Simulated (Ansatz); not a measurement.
Simulated powder pattern, Cu Kα, λ = 1.54184 Å (kinematic, ideal powder, no thermal factors, no anomalous dispersion; the 30 strongest lines at most, above 1 %, up to 2θ = 90°):

```csv
2θ (°),I/Imax (%)
16.85,8.3
33.26,45
34.09,14
37.51,66
38.60,53
39.32,100
42.39,79
48.37,3.4
59.43,7.9
62.25,14
63.28,12
63.52,45
66.74,20
69.84,26
70.32,1.0
71.78,8.0
80.04,6.5
81.44,6.2
82.74,5.3
83.00,5.5
83.21,21
84.59,10
85.22,9.8
```

The pattern belongs to a structure relaxed with plane-wave PAW PBE (Ansatz code).

Task: Which compound is it?
(A) NbSi, P6/mmm (Nb on 3f, Si on 1a, Si on 2d)
(B) SiNi, P6/mmm (Ni on 3f, Si on 1a, Si on 2d)
(C) Ag, P6/mmm (Ag on 2e, Ag on 2d, Ag on 3f)
(D) Si2Ni, P6/mmm (Ni on 1a, Si on 2d)

Result: C, Ag, P6/mmm (Ag on 2e, Ag on 2d, Ag on 3f)

Task: Give the lattice parameters.

Result: a = 5.387 Å, c = 5.260 Å.

The start of the workflow was typed in or built on a structure type; neither database checked (COD, Materials Project) lists it. It is not the phase usual at ambient conditions (space group No. 225). Symmetry was held in the PBE relaxation; whether a distortion lowers the energy is not shown. The run is not spin-polarised. Axis ratios of metals converge slowly with the k-mesh, so a and c are less sure than the volume.

Potentials: the later of the program's two PAW sets.
